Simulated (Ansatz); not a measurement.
YGe₂Ru₂ in space group I4/mmm (No. 139; Y on 2a, Ru on 4d, Ge on 4e), PBE in the plane-wave PAW code Ansatz, all energies at zero smearing, with the estimated change up to a 700 eV cutoff added, with one set of potentials and settings (totals compare only within such a set). Cell of 5 atoms (1 Y, 2 Ru, 2 Ge): -24199.200 eV.

```tsv
element	reference phase	E (eV/atom)
Y	P6_3/mmc, 2 atoms in the cell	-3848.6668
Ru	P6_3/mmc, 2 atoms in the cell	-5878.6876
Ge	Fd-3m, 2 atoms in the cell	-4294.9847
```

Formation energy per atom, worked out: (-24199.200 − 1×(-3848.6668) − 2×(-5878.6876) − 2×(-4294.9847))/5 = -0.638 eV/atom (-62 kJ per mol of atoms), at 0 K, without zero-point energy or fitted corrections.

The workflow started from an entry of the Crystallography Open Database (COD). Its standing as an ambient phase is unchecked. Symmetry was held in the PBE relaxation; its stability against distortions is not shown here. No spin polarisation was allowed. The references are the lowest solids computed at this level, not always the standard phases.

Potentials: the later of the program's two PAW sets.
